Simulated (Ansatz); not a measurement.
The relaxed structure here is a generated cell of La2O3: the first start was made by placing the elements on the sites of a structure type, and the end was not matched to a known phase here, so it may be hypothetical. Known forms of La2O3 include space group No. 164.

One stationary structure of La₂O₃. Method: PBE (plane waves to 420 eV, PAW, scalar-relativistic; Ansatz, a quantum-chemistry and plane-wave program).

```
CELL_PARAMETERS angstrom
      6.76690     0.00000     0.00000
      0.00000     6.76690     0.00000
      0.00000     0.00000     3.44790
ATOMIC_POSITIONS crystal
  O  0.00000 0.00000 0.00000
  O  0.50000 0.50000 0.00000
  O  0.14137 0.64137 0.50000
  O  0.64137 0.85863 0.50000
  O  0.35863 0.14137 0.50000
  O  0.85863 0.35863 0.50000
  La 0.31572 0.81572 0.00000
  La 0.81572 0.68428 0.00000
  La 0.18428 0.31572 0.00000
  La 0.68428 0.18428 0.00000
```

Determine the symmetry and give the standard cell with its independent sites.

Space group P4/mbm (No. 127); a = b = 6.7669 Å, c = 3.4479 Å, α = β = γ = 90.00°

```tsv
atom	site	symmetry	x	y	z
O	2a	4/m..	0.0000	0.0000	0.0000
O	4h	m.2m	0.3586	0.1414	0.5000
La	4g	m.2m	0.1843	0.3157	0.0000
```

Give the shortest distances between elements (the closest pairs, up to four, under 3.6 Å).

La–O 2.40 Å; O–O 2.71 Å; La–La 3.45 Å.

The volume per atom is 15.79 Å³ and the band gap comes out as 1.43 eV, indirect (valence top at k = (0, 0, 0.3), conduction bottom at Γ) (no spin-orbit coupling). The smallest direct gap comes out as 1.47 eV at Γ.

No spin polarisation in the result.

The run could not lose the symmetry of its start, so the end can be a saddle point.
